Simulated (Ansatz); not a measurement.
Relaxation of a generated cell, W placed in the AFLOW prototype A_cI16_220_c (as in Li); 8 atoms in the cell, which starts as I-43d (No. 220), cI16; a = 6.320 Å, b = 6.320 Å, c = 6.320 Å, α = 90.00°, β = 90.00°, γ = 90.00°. The numbers are results of PBE (plane waves to 420 eV, PAW, scalar-relativistic; Ansatz, a quantum-chemistry and plane-wave program), not measurements. Γ-centred k-mesh 7×7×7 on the run's cell (coarser than for final values), Fermi–Dirac smearing 0.05 eV. This is the first round of the run. 

The optimiser's lines from the output (shortened; P is positive under compression):

```
relax step   1: F+E_penalty+E_count = -83081.55930629 eV  Δ(F+E_penalty+E_count) = +0.000e0 eV  max|allowed force component| = 7.467e-1 eV/Å  Δτ_max = 0.0000 Å  P = +21.887 GPa  Ω = 126.218 Å³  (7 SCF iters, dr2 threshold 1.00e-7 eV, accepted)
relax step   2: F+E_penalty+E_count = -83081.90114364 eV  Δ(F+E_penalty+E_count) = -3.418e-1 eV  max|allowed force component| = 1.951e-1 eV/Å  Δτ_max = 0.0915 Å  P = -19.587 GPa  Ω = 145.952 Å³  (6 SCF iters, dr2 threshold 8.00e-7 eV, accepted)
relax step   3: F+E_penalty+E_count = -83082.92434002 eV  Δ(F+E_penalty+E_count) = -1.023e0 eV  max|allowed force component| = 4.344e-1 eV/Å  Δτ_max = 0.0448 Å  P = -4.879 GPa  Ω = 135.620 Å³  (6 SCF iters, dr2 threshold 8.00e-7 eV, accepted)
relax step   4: F+E_penalty+E_count = -83084.79701054 eV  Δ(F+E_penalty+E_count) = -1.873e0 eV  max|allowed force component| = 1.246e0 eV/Å  Δτ_max = 0.1814 Å  P = +17.445 GPa  Ω = 123.860 Å³  (6 SCF iters, dr2 threshold 8.00e-7 eV, accepted)
relax step   5: F+E_penalty+E_count = -83087.01284912 eV  Δ(F+E_penalty+E_count) = -2.216e0 eV  max|allowed force component| = 2.033e-1 eV/Å  Δτ_max = 0.1950 Å  P = +15.887 GPa  Ω = 123.220 Å³  (6 SCF iters, dr2 threshold 8.00e-7 eV, accepted)
relax step   6: F+E_penalty+E_count = -83087.32892143 eV  Δ(F+E_penalty+E_count) = -3.161e-1 eV  max|allowed force component| = 3.821e-3 eV/Å  Δτ_max = 0.0232 Å  P = +0.840 GPa  Ω = 128.894 Å³  (6 SCF iters, dr2 threshold 8.00e-7 eV, accepted)
relax step   7: F+E_penalty+E_count = -83087.32965524 eV  Δ(F+E_penalty+E_count) = -7.338e-4 eV  max|allowed force component| = 2.667e-3 eV/Å  Δτ_max = 0.0008 Å  P = -0.013 GPa  Ω = 129.256 Å³  (6 SCF iters, dr2 threshold 8.00e-7 eV, accepted)
relax step   8: F+E_penalty+E_count = -83087.33160697 eV  Δ(F+E_penalty+E_count) = -1.952e-3 eV  max|allowed force component| = 2.667e-3 eV/Å  Δτ_max = 0.0000 Å  P = -0.005 GPa  Ω = 129.256 Å³  stress off target by 5.48e-3 GPa  SCF on the basis re-selected at this cell (its energy is not comparable with the rows above)  (9 SCF iters)
```

From the first to the last row the energy changes by -0.72 eV/atom and the volume by +2.4 %. The last row is marked as not comparable with the walk above it, whose basis was carried along; it does compare with step 1, since both stand on a basis selected at the nominal cutoff for their own cell.

Later rounds, restarted from the end of this one on a renewed k-mesh, logged 4 more steps. The final structure after all rounds: Im-3m (No. 229), cI2, bcc (W type); a = 3.184 Å, b = 3.184 Å, c = 3.184 Å, α = 90.00°, β = 90.00°, γ = 90.00°. Between re-selections the logged energies stand on a plane-wave basis carried along with the cell. No spin polarisation in the result.

The run could not lose the symmetry of its start.
